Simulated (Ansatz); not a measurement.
Computed with DFT PBE, scalar-relativistic, plane waves, PAW (Ansatz). All cells share a 420 eV cutoff and Γ-centred k meshes spaced at most about 0.3 Å⁻¹ (about 0.25 or finer for metals, 2π included). No spin polarisation in the final relaxations.

All energies are static (0 K, no zero-point motion).

Two relaxed structures of BeZn2TeS2:

A.

```yaml
crystal:
  lattice:
    - [3.70840, 0.00000, 0.00000]
    - [-1.85420, 3.21157, 0.00000]
    - [0.00000, 0.00000, 12.89704]
  atoms:
    - { symbol: Be, position: [0.33333, 0.66667, 0.50000] }
    - { symbol: Zn, position: [0.00000, 0.00000, 0.40312] }
    - { symbol: Zn, position: [0.00000, 0.00000, 0.59688] }
    - { symbol: Te, position: [0.33333, 0.66667, 0.00000] }
    - { symbol: S, position: [0.33333, 0.66667, 0.66629] }
    - { symbol: S, position: [0.33333, 0.66667, 0.33371] }
```

B.

```yaml
crystal:
  lattice:
    - [4.40268, 0.00000, 0.00000]
    - [0.00000, 4.40268, 0.00000]
    - [0.00000, 0.00000, 5.60069]
  atoms:
    - { symbol: Be, position: [0.00000, 0.00000, 0.00000] }
    - { symbol: Zn, position: [0.50000, 0.50000, 0.27123] }
    - { symbol: Zn, position: [0.50000, 0.50000, 0.72877] }
    - { symbol: Te, position: [0.00000, 0.00000, 0.50000] }
    - { symbol: S, position: [0.00000, 0.50000, 0.00000] }
    - { symbol: S, position: [0.50000, 0.00000, 0.00000] }
```

Task: Which form is favoured at zero pressure, and by what margin per atom?

Result: A is lower, by 164 meV/atom. A has space group P-6m2 (No. 187), 25.6 Å³/atom and no gap on its mesh; B has space group P4/mmm (No. 123), 18.1 Å³/atom and no gap. Counting S or Te atoms around Be and Zn (for each partner element, those within 1.25 times its shortest distance or 1.15 times the sum of covalent radii, where it is the nearest in units of that sum or under 1.3), A has Be 2, Zn 3 and B has Be 6, Zn 8. In A, Be is surrounded by 2 S at 2.14 Å and 6 Zn at 2.48 Å; around Zn lie 3 S at 2.32 Å, 3 Be at 2.48 Å and 1 Zn at 2.50 Å; around Te lie 6 Te at 3.71 Å and 2 S at 4.30 Å; S is surrounded by 1 Be at 2.14 Å, 3 Zn at 2.32 Å, 6 S at 3.71 Å, 3 Zn at 4.01 Å, 6 Be at 4.28 Å, 1 S at 4.29 Å and 1 Te at 4.30 Å. In B, Be has 4 S at 2.20 Å and 2 Te at 2.80 Å; around Zn lie 1 Zn at 2.56 Å and 4 S at 2.67 Å; around Te lie 2 Be at 2.80 Å; S has 2 Be at 2.20 Å and 4 Zn at 2.67 Å. Both come from invented guesses. A third cell relaxed alike, in P-4m2, lies 253 meV/atom below the lower of the two.

No dispersion correction is applied, so the spacing and binding between layers, chains or molecules are poorly described (P-6m2), and this can change margins and order among such cells. These runs have no spin–orbit coupling, which can matter for Te. Cells relaxed within their symmetry can be saddle points.
